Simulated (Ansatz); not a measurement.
C:
```cif
data_C8
_chemical_formula_sum 'C8'
_space_group_name_H-M_alt 'P 1'
_space_group_IT_number 1
_cell_length_a 2.50538
_cell_length_b 2.50538
_cell_length_c 8.26459
_cell_angle_alpha 90.000
_cell_angle_beta 90.000
_cell_angle_gamma 120.000
loop_
_space_group_symop_operation_xyz
  'x, y, z'
loop_
_atom_site_label
_atom_site_type_symbol
_atom_site_fract_x
_atom_site_fract_y
_atom_site_fract_z
_atom_site_occupancy
C1 C 0.00000 0.00000 0.59295 1
C2 C 0.00000 0.00000 0.40705 1
C3 C 0.00000 0.00000 0.09295 1
C4 C 0.00000 0.00000 0.90705 1
C5 C 0.33333 0.66667 0.34446 1
C6 C 0.66667 0.33333 0.65554 1
C7 C 0.66667 0.33333 0.84446 1
C8 C 0.33333 0.66667 0.15554 1
```

Relaxed with PBEsol.

Question: Give the optical modes at the zone centre with their infrared activity from DFPT, plane-wave PAW PBEsol (Ansatz code).

Answer: Transverse frequencies, without the LO–TO term; a row sums one degenerate level.

```
ω (cm⁻¹)  degeneracy  IR ((D/Å)²/amu)     activity  symmetry
--------  ----------  ---------------  -----------  --------
389                2             0.00  IR-inactive       E2u
407                2             0.00  IR-inactive       E2g
532                2             0.00  IR-inactive       E1g
699                1             0.00  IR-inactive       B1g
709                1             0.00  IR-inactive       B2u
1058               1             0.00  IR-inactive       A1g
1211               2             0.01  IR-inactive       E1u
1245               1             0.00  IR-inactive       A2u
1246               2             0.00  IR-inactive       E2g
1259               2             0.00  IR-inactive       E2u
1288               1             0.00  IR-inactive       B2u
1295               1             0.00  IR-inactive       A1g
1308               2             0.00  IR-inactive       E1g
1316               1             0.00  IR-inactive       B1g
```

Space group P6_3/mmc. The first step of the workflow began from a Materials Project structure, measured or hypothetical. Its sites differ from those of the usual phase in this space group: another stacking or structure type. Symmetry was held in the PBEsol relaxation; phonons on a q-mesh show no instability.

Potentials: the later of the program's two PAW sets.
